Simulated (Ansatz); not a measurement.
Pt (Im-3m), zone-centre modes

The calculation used DFT r2SCAN, scalar-relativistic, plane waves, PAW (Ansatz 0.2.0). The runs took a 500 eV cutoff, a Γ-centred 20×20×20 mesh and Gaussian smearing (0.15 eV). Spin–orbit coupling is left out, which can shift energies with elements as heavy as these. No spin polarisation.

The starting cell (relaxed at this level; this bcc form isn't the usual structure):

```xyz
2
Lattice="0.0000 -3.1390 0.0000 -3.1390 0.0000 0.0000 0.0000 0.0000 -3.1390" Properties=species:S:1:pos:R:3 pbc="T T T"
Pt   -1.5695   -1.5695   -1.5695
Pt    0.0000    0.0000    0.0000
```

Harmonic modes by finite displacements of 0.02 Å, without the LO–TO term. The cell doubles the primitive one, so its zone centre also holds the primitive cell's point q = (1/2, 1/2, 1/2).

(1) At this geometry, is the structure stable against these modes?

(2) List the wavenumbers in cm⁻¹.

Results:

(1) Yes: no mode is imaginary beyond 10 cm⁻¹, and only the three translations lie near zero.

(2) 0, 0, 0, 145, 145, 145.

Cost: 1 run of about 2.1 core-minutes, on Arm Neoverse V1 (shared hosts).